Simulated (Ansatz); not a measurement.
Geometry optimisation in Ansatz: input, command and trajectory.

```yaml
crystal:
  lattice:
    - [4.521829495, 0.0, 0.0]
    - [0.0, 4.521829495, 0.0]
    - [0.0, 0.0, 4.521829495]
  atoms:
    - { symbol: C, position: [0.0, 0.5, 0.5], spin: 0.58 }
    - { symbol: C, position: [0.5, 0.0, 0.5], spin: 0.58 }
    - { symbol: C, position: [0.5, 0.5, 0.0], spin: 0.58 }
    - { symbol: Br, position: [0.0, 0.0, 0.0] }
    - { symbol: "N", position: [0.5, 0.5, 0.5], spin: 0.55 }
basis:
  ecutwfc: 420
kpoints:
  mp_grid: { grid: [4, 4, 4] }
hamiltonian:
  xc: pbe
scf:
  occupations: { method: gaussian, width: 0.1 }
  lower_state_search: "off"
output:
  forces: true
  stress: true
  eigenvalues: true
  populations: true
magnetization:
  spin_polarized: true
relax:
  adjacent_minimum: "off"
  f_tol: 0.04
  max_steps: 70
  cell: { stress_tol: 0.4 }
```

```bash
ansatz run input.yaml --threads 1 --pin off --max-ram 2560MiB --backend cpu --events-out ev --progress --plain --runs-dir out
```

Computed with Ansatz, DFT PBE, scalar-relativistic, plane waves, PAW.

Of 8 frames 8 are shown, positions in Å and forces in eV/Å; the SCF threshold varies from step to step. Steps run on the plane waves of an earlier cell, with a Pulay correction in the pressure. The basis is chosen afresh for the last frame, the zero of the energies, and at times for earlier ones too; energy and pressure can step there, also at an unchanged geometry. Here that happened at step 8 (3 meV/atom, -0.4 GPa); frames between the last choice of the basis and such a step carry an error that grows, as the cell changes, to that size.

```xyz
5
Lattice="4.5218 0.0000 0.0000 0.0000 4.5218 0.0000 0.0000 0.0000 4.5218" Properties=species:S:1:pos:R:3:forces:R:3 pbc="T T T" step=1 free_energy_over_end_meV_per_atom=696.16 pressure_GPa=-16.24
C     0.0000    2.2609    2.2609    0.0000    0.0000    0.0000
C     2.2609    0.0000    2.2609    0.0000    0.0000    0.0000
C     2.2609    2.2609    0.0000    0.0000    0.0000    0.0000
Br    0.0000    0.0000    0.0000    0.0000    0.0000    0.0000
N     2.2609    2.2609    2.2609    0.0000    0.0000    0.0000
5
Lattice="4.3014 0.0000 0.0000 0.0000 4.3014 0.0000 0.0000 0.0000 4.3014" Properties=species:S:1:pos:R:3:forces:R:3 pbc="T T T" step=2 free_energy_over_end_meV_per_atom=428.76 pressure_GPa=-16.16
C     0.0000    2.1507    2.1507    0.0000    0.0000    0.0000
C     2.1507    0.0000    2.1507    0.0000    0.0000    0.0000
C     2.1507    2.1507    0.0000    0.0000    0.0000    0.0000
Br    0.0000    0.0000    0.0000    0.0000    0.0000    0.0000
N     2.1507    2.1507    2.1507    0.0000    0.0000    0.0000
5
Lattice="4.0810 0.0000 0.0000 0.0000 4.0810 0.0000 0.0000 0.0000 4.0810" Properties=species:S:1:pos:R:3:forces:R:3 pbc="T T T" step=3 free_energy_over_end_meV_per_atom=205.49 pressure_GPa=-13.53
C     0.0000    2.0405    2.0405    0.0000    0.0000    0.0000
C     2.0405    0.0000    2.0405    0.0000    0.0000    0.0000
C     2.0405    2.0405    0.0000    0.0000    0.0000    0.0000
Br    0.0000    0.0000    0.0000    0.0000    0.0000    0.0000
N     2.0405    2.0405    2.0405    0.0000    0.0000    0.0000
5
Lattice="3.8605 0.0000 0.0000 0.0000 3.8605 0.0000 0.0000 0.0000 3.8605" Properties=species:S:1:pos:R:3:forces:R:3 pbc="T T T" step=4 free_energy_over_end_meV_per_atom=54.73 pressure_GPa=-8.09
C     0.0000    1.9303    1.9303    0.0000    0.0000    0.0000
C     1.9303    0.0000    1.9303    0.0000    0.0000    0.0000
C     1.9303    1.9303    0.0000    0.0000    0.0000    0.0000
Br    0.0000    0.0000    0.0000    0.0000    0.0000    0.0000
N     1.9303    1.9303    1.9303    0.0000    0.0000    0.0000
5
Lattice="3.6435 0.0000 0.0000 0.0000 3.6435 0.0000 0.0000 0.0000 3.6435" Properties=species:S:1:pos:R:3:forces:R:3 pbc="T T T" step=5 free_energy_over_end_meV_per_atom=-1.82 pressure_GPa=2.10
C     0.0000    1.8217    1.8217    0.0000    0.0000    0.0000
C     1.8217    0.0000    1.8217    0.0000    0.0000    0.0000
C     1.8217    1.8217    0.0000    0.0000    0.0000    0.0000
Br    0.0000    0.0000    0.0000    0.0000    0.0000    0.0000
N     1.8217    1.8217    1.8217    0.0000    0.0000    0.0000
5
Lattice="3.6842 0.0000 0.0000 0.0000 3.6842 0.0000 0.0000 0.0000 3.6842" Properties=species:S:1:pos:R:3:forces:R:3 pbc="T T T" step=6 free_energy_over_end_meV_per_atom=-2.01 pressure_GPa=-0.99
C     0.0000    1.8421    1.8421    0.0000    0.0000    0.0000
C     1.8421    0.0000    1.8421    0.0000    0.0000    0.0000
C     1.8421    1.8421    0.0000    0.0000    0.0000    0.0000
Br    0.0000    0.0000    0.0000    0.0000    0.0000    0.0000
N     1.8421    1.8421    1.8421    0.0000    0.0000    0.0000
5
Lattice="3.6699 0.0000 0.0000 0.0000 3.6699 0.0000 0.0000 0.0000 3.6699" Properties=species:S:1:pos:R:3:forces:R:3 pbc="T T T" step=7 free_energy_over_end_meV_per_atom=-2.65 pressure_GPa=0.02
C     0.0000    1.8349    1.8349    0.0000    0.0000    0.0000
C     1.8349    0.0000    1.8349    0.0000    0.0000    0.0000
C     1.8349    1.8349    0.0000    0.0000    0.0000    0.0000
Br    0.0000    0.0000    0.0000    0.0000    0.0000    0.0000
N     1.8349    1.8349    1.8349    0.0000    0.0000    0.0000
5
Lattice="3.6699 0.0000 0.0000 0.0000 3.6699 0.0000 0.0000 0.0000 3.6699" Properties=species:S:1:pos:R:3:forces:R:3 pbc="T T T" step=8 free_energy_over_end_meV_per_atom=0.00 pressure_GPa=-0.34
C     0.0000    1.8349    1.8349    0.0000    0.0000    0.0000
C     1.8349    0.0000    1.8349    0.0000    0.0000    0.0000
C     1.8349    1.8349    0.0000    0.0000    0.0000    0.0000
Br    0.0000    0.0000    0.0000    0.0000    0.0000    0.0000
N     1.8349    1.8349    1.8349    0.0000    0.0000    0.0000
```

The start puts this composition into another compound's structure type, which needn't suit it. The cell shrinks from 18.5 to 9.9 Å³ an atom, so the end can be far from any stable crystal. At the end the space group is Pm-3m (tolerance 0.05 Å).

It took 14 s on 1 thread of Intel(R) Xeon(R) 6975P-C (Granite Rapids), on a shared host, peak memory 0.4 GiB.

The k mesh is coarse.